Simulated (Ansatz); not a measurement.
Here is the system:

ZrCuGe:
```cif
data_Cu4Ge4Zr4
_chemical_formula_sum 'Zr4 Cu4 Ge4'
_space_group_name_H-M_alt 'Pnma'
_space_group_IT_number 62
_space_group_name_Hall '-P 2ac 2n'
_cell_length_a 6.55947
_cell_length_b 3.99453
_cell_length_c 7.37970
_cell_angle_alpha 90.000
_cell_angle_beta 90.000
_cell_angle_gamma 90.000
loop_
_atom_site_label
_atom_site_type_symbol
_atom_site_symmetry_multiplicity
_atom_site_Wyckoff_symbol
_atom_site_fract_x
_atom_site_fract_y
_atom_site_fract_z
_atom_site_occupancy
Zr1 Zr 4 c 0.00907 0.25000 0.80359 1
Cu1 Cu 4 c 0.17227 0.25000 0.42199 1
Ge1 Ge 4 c 0.27848 0.25000 0.09925 1
```

This is the r²SCAN-relaxed structure.

Problem. All from the program Ansatz at the r²SCAN level (PAW), unless another level is named. Estimate the electronic character.

Solution. metallic (no gap).

Problem. Give the density of states at the Fermi level.

Solution. 0.41 states/eV per atom (mean over ±0.08 eV).

Problem. Give the formation energy from the elements (no fitted shifts).

Solution. -643 meV/atom.

The workflow started from a Materials Project entry (that database holds measured and hypothetical structures alike); the Crystallography Open Database copy checked does not list it. Whether it is the stable phase at ambient conditions was not checked. The cell was relaxed with r²SCAN under the symmetry of its start; its stability against distortions is not shown here. The run is not spin-polarised. The references are the lowest solids computed at this level, not always the standard phases. Scalar-relativistic: spin–orbit coupling is off unless named, which matters more the heavier the elements.

Potentials: the later of the program's two PAW sets.
